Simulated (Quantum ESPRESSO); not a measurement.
# Ta6SnHf: input and log of a self-consistent run

Simulated, not a measurement. The program is pw.x of Quantum ESPRESSO 7.5 (plane-wave density functional theory). The cell is made up: eight metal atoms on a hexagonal close-packed lattice, with elements, volume, strain and displacements drawn at random and not relaxed, so it may be unstable or far from any real phase. PseudoDojo standard norm-conserving files set the functional (PBE unless stated); there is no spin polarisation or spin-orbit coupling, the Fermi-Dirac width of 0.25 eV means electrons at about 2900 K, and the masses in the input are unused placeholders. The tin pseudopotential is less sure than most, with forces differing by about three percent from a second method on plain tin. Heavy elements are run without spin-orbit coupling, which real alloys of them have. A spin test at this wide smearing found no moment, but such smearing suppresses magnetism that the real alloy may have.

Input:

```
&control calculation='scf', pseudo_dir='./dojo.nc.sr.pbe.v0_5.standard.upf', outdir='./o', disk_io='minimal', tprnfor=.true., tstress=.true. /
&system ibrav=0, nat=8, ntyp=3, nbnd=69, ecutwfc=72.02867146, nosym=.true., tot_charge=0,
 occupations='smearing', smearing='fd', degauss=0.0183746611
/
&electrons conv_thr=1.470e-08, electron_maxstep=70, mixing_beta=0.5 /
ATOMIC_SPECIES
Hf 1.0 Hf.upf
Sn 1.0 Sn.upf
Ta 1.0 Ta.upf
CELL_PARAMETERS angstrom
-2.977 -0.02 -0.0141
0.011 4.9796 -4.9104
-0.0583 -4.9905 -4.9219
ATOMIC_POSITIONS angstrom
Ta 0.041 0.0398 0.0178
Ta -0.0644 1.6223 -2.3831
Ta -0.015 -0.0557 -4.9176
Sn -0.1072 1.7117 -7.2597
Ta -1.3912 -0.8349 -2.5301
Hf -1.5499 -2.4071 -5.062
Ta -1.4597 -0.8146 -7.4725
Ta -1.5111 2.416 -4.8515
K_POINTS automatic
8 4 4 1 1 1
```

The log is shortened where brackets say so; the opening notice, blank lines, dates and the lines on written files are dropped, and the path of the files is cut. It prints rydbergs, bohrs and kilobars, and counts compression as positive stress. Its total energy is the free energy E - TS of the whole cell.

```
     Program PWSCF v.7.5
     Parallel version (MPI & OpenMP), running on       4 processor cores
     Number of MPI processes:                 4
     Threads/MPI process:                     1
     [start-up lines left out]
     bravais-lattice index     =            0
     lattice parameter (alat)  =       5.6259  a.u.
     unit-cell volume          =     984.6216 (a.u.)^3
     number of atoms/cell      =            8
     number of atomic types    =            3
     number of electrons       =       104.00
     number of Kohn-Sham states=           69
     kinetic-energy cutoff     =      72.0287  Ry
     charge density cutoff     =     288.1147  Ry
     scf convergence threshold =      1.5E-08
     mixing beta               =       0.5000
     number of iterations used =            8  plain     mixing
     Exchange-correlation= PBE
                           (   1   4   3   4   0   0   0)
     [axes and pseudopotential details left out]
   Cartesian axes
     site n.     atom                  positions (alat units)
         1        Ta     tau(   1) = (   0.0137718   0.0133687   0.0059790  )
         2        Ta     tau(   2) = (  -0.0216318   0.5449262  -0.8004768  )
         3        Ta     tau(   3) = (  -0.0050385  -0.0187095  -1.6518085  )
         4        Sn     tau(   4) = (  -0.0360082   0.5749554  -2.4385135  )
         5        Ta     tau(   5) = (  -0.4673003  -0.2804406  -0.8498537  )
         6        Hf     tau(   6) = (  -0.5206072  -0.8085384  -1.7003121  )
         7        Ta     tau(   7) = (  -0.4903093  -0.2736219  -2.5099925  )
         8        Ta     tau(   8) = (  -0.5075744   0.8115278  -1.6296057  )
     number of k points=    64  Fermi-Dirac smearing, width (Ry)=  0.0184
                       cart. coord. in units 2pi/alat
        k(    1) = (  -0.0621485   0.0005189  -0.0753986), wk =   0.0312500
        k(    2) = (  -0.0612894  -0.0740505  -0.1510170), wk =   0.0312500
     [further k points left out]
     Dense  grid:    81289 G-vectors     FFT dimensions: (  32,  72,  72)
     Estimated max dynamical RAM per process >     323.35 MB
     Estimated total dynamical RAM >       1.20 GB
     Initial potential from superposition of free atoms
     starting charge     103.9911, renormalised to     104.0000
     Starting wfcs are   79 randomized atomic wfcs
     total cpu time spent up to now is        8.6 secs
     per-process dynamical memory:   261.1 Mb
     Self-consistent Calculation
     iteration #  1     ecut=    72.03 Ry     beta= 0.50
     Davidson diagonalization with overlap
     ethr =  1.00E-02,  avg # of iterations =  2.3
     Threshold (ethr) on eigenvalues was too large:
     Diagonalizing with lowered threshold
     Davidson diagonalization with overlap
     ethr =  4.53E-04,  avg # of iterations =  3.3
     total cpu time spent up to now is       41.8 secs
     total energy              =   -1051.35887948 Ry
     estimated scf accuracy    <       0.50068739 Ry
     iteration #  2     ecut=    72.03 Ry     beta= 0.50
     Davidson diagonalization with overlap
     ethr =  4.81E-04,  avg # of iterations =  6.5
     total cpu time spent up to now is       60.5 secs
     total energy              =   -1051.06355577 Ry
     estimated scf accuracy    <       4.95970796 Ry
     iteration #  3     ecut=    72.03 Ry     beta= 0.50
     Davidson diagonalization with overlap
     ethr =  4.81E-04,  avg # of iterations =  5.1
     total cpu time spent up to now is       77.6 secs
     total energy              =   -1051.51187803 Ry
     estimated scf accuracy    <       0.37400418 Ry
     iteration #  4     ecut=    72.03 Ry     beta= 0.50
     Davidson diagonalization with overlap
     ethr =  3.60E-04,  avg # of iterations =  2.0
     total cpu time spent up to now is       90.9 secs
     total energy              =   -1051.54004152 Ry
     estimated scf accuracy    <       0.18818435 Ry
     iteration #  5     ecut=    72.03 Ry     beta= 0.50
     Davidson diagonalization with overlap
     ethr =  1.81E-04,  avg # of iterations =  1.9
     total cpu time spent up to now is      103.8 secs
     total energy              =   -1051.55392573 Ry
     estimated scf accuracy    <       0.08800608 Ry
     [iterations 6 to 13 left out]
     iteration # 14     ecut=    72.03 Ry     beta= 0.50
     Davidson diagonalization with overlap
     ethr =  2.92E-08,  avg # of iterations =  1.0
     total cpu time spent up to now is      234.7 secs
     total energy              =   -1051.56580007 Ry
     estimated scf accuracy    <       0.00000090 Ry
     iteration # 15     ecut=    72.03 Ry     beta= 0.50
     Davidson diagonalization with overlap
     ethr =  8.66E-10,  avg # of iterations =  4.5
     total cpu time spent up to now is      251.4 secs
     total energy              =   -1051.56580011 Ry
     estimated scf accuracy    <       0.00000177 Ry
     iteration # 16     ecut=    72.03 Ry     beta= 0.50
     Davidson diagonalization with overlap
     ethr =  8.66E-10,  avg # of iterations =  2.4
     total cpu time spent up to now is      265.3 secs
     total energy              =   -1051.56580020 Ry
     estimated scf accuracy    <       0.00000174 Ry
     iteration # 17     ecut=    72.03 Ry     beta= 0.50
     Davidson diagonalization with overlap
     ethr =  8.66E-10,  avg # of iterations =  1.2
     total cpu time spent up to now is      277.6 secs
     total energy              =   -1051.56580034 Ry
     estimated scf accuracy    <       0.00000002 Ry
     iteration # 18     ecut=    72.03 Ry     beta= 0.50
     Davidson diagonalization with overlap
     ethr =  2.01E-11,  avg # of iterations =  4.9
     total cpu time spent up to now is      295.5 secs
     End of self-consistent calculation
     [lines on levels left out]
!    total energy              =   -1051.56580034 Ry
     estimated scf accuracy    <       0.00000001 Ry
     smearing contrib. (-TS)   =      -0.12798385 Ry
     internal energy E=F+TS    =   -1051.43781649 Ry
     The total energy is F=E-TS. E is the sum of the following terms:
     one-electron contribution =    -145.72874918 Ry
     hartree contribution      =     129.22638637 Ry
     xc contribution           =    -250.77256285 Ry
     ewald contribution        =    -784.16289083 Ry
     convergence has been achieved in  18 iterations
     Forces acting on atoms (cartesian axes, Ry/au):
     atom    1 type  3   force =     0.00266669   -0.03422328   -0.00700182
     atom    2 type  3   force =     0.00785793   -0.00204152   -0.03944535
     atom    3 type  3   force =    -0.00433288    0.04457723   -0.01189849
     atom    4 type  2   force =     0.02980327   -0.02207192   -0.03040858
     atom    5 type  3   force =    -0.01240980    0.03894519    0.02274443
     atom    6 type  1   force =    -0.00912201   -0.03846683    0.07470951
     atom    7 type  3   force =    -0.00172474    0.00008640   -0.00648776
     atom    8 type  3   force =    -0.01273845    0.01319473   -0.00221193
     Total force =     0.130444     Total SCF correction =     0.000324
     Computing stress (Cartesian axis) and pressure
          total   stress  (Ry/bohr**3)                   (kbar)     P=      139.05
   0.00082075   0.00001285   0.00001275          120.74        1.89        1.88
   0.00001285   0.00113718   0.00009577            1.89      167.29       14.09
   0.00001275   0.00009577   0.00087788            1.88       14.09      129.14
     init_run     :      6.76s CPU      7.02s WALL (       1 calls)
     electrons    :    285.35s CPU    287.01s WALL (       1 calls)
     forces       :      2.72s CPU      2.74s WALL (       1 calls)
     stress       :      9.20s CPU      9.43s WALL (       1 calls)
     [timing details left out]
     PWSCF        :   5m 5.61s CPU   5m 7.80s WALL
     JOB DONE.
```

In other units: free energy -14307.282 eV for the cell, pressure 13.91 GPa, largest force component 1.921 eV/Å in size. The run took 310 s of wall time with four MPI processes on a shared machine (Intel Xeon, 2023 or later, virtual cores), so the time is rough. A rerun of this cell at a higher cutoff and on a denser mesh moved values by no more than 0.003 eV in energy, 0.03 GPa in stress and 0.009 eV/Å in force, and a second program with other atomic files agreed on that cell to 2 % rms in force and 0.5 GPa in pressure.